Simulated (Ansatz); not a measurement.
**FeCo$_{5}$Ge$_{6}$ (Pmmm) at 3 levels of theory**

One geometry, relaxed with PBE; plane waves with PAW potentials in Ansatz, scalar-relativistic. Collinear spin; the first row ends at 1.2 μB a primitive cell. Gaps are the least over mesh and band path; pressure is positive in compression.

```cif
data_structure
_symmetry_space_group_name_H-M 'P 1'
_symmetry_Int_Tables_number 1
_cell_length_a 3.8977
_cell_length_b 4.9891
_cell_length_c 8.6317
_cell_angle_alpha 90.000
_cell_angle_beta 90.000
_cell_angle_gamma 90.000
_cell_volume 167.85
loop_
_atom_site_label
_atom_site_type_symbol
_atom_site_fract_x
_atom_site_fract_y
_atom_site_fract_z
_atom_site_occupancy
Co1 Co 0.00000 0.50000 0.00000 1
Co2 Co 0.00000 0.25151 0.25163 1
Co3 Co 0.00000 0.74849 0.74837 1
Co4 Co 0.00000 0.74849 0.25163 1
Co5 Co 0.00000 0.25151 0.74837 1
Ge1 Ge 0.00000 0.00000 0.00000 1
Ge2 Ge 0.00000 0.50000 0.50000 1
Ge3 Ge 0.50000 0.00000 0.33260 1
Ge4 Ge 0.50000 0.50000 0.83473 1
Ge5 Ge 0.50000 0.50000 0.16527 1
Ge6 Ge 0.50000 0.00000 0.66740 1
Fe1 Fe 0.00000 0.00000 0.50000 1
```

```tsv
level	cutoff (eV)	k mesh	gap (eV)	pressure (GPa)	largest moment (μB)
PBE	420	10×8×6	0	0.0	1.18
```

What comes out on the same cell with r2SCAN, PBEsol?

| level | cutoff (eV) | k mesh | gap (eV) | pressure (GPa) | largest moment (μB) |
| --- | --- | --- | --- | --- | --- |
| r2SCAN | 500 | 10×8×6 | 0 | -4.1 | 1.99 |
| PBEsol | 420 | 10×8×6 | 0 | -6.7 | 1.14 |

The state reached may not be the lowest one.

It was reached by relaxing an invented guess, and it needn't be the stable form of this composition.
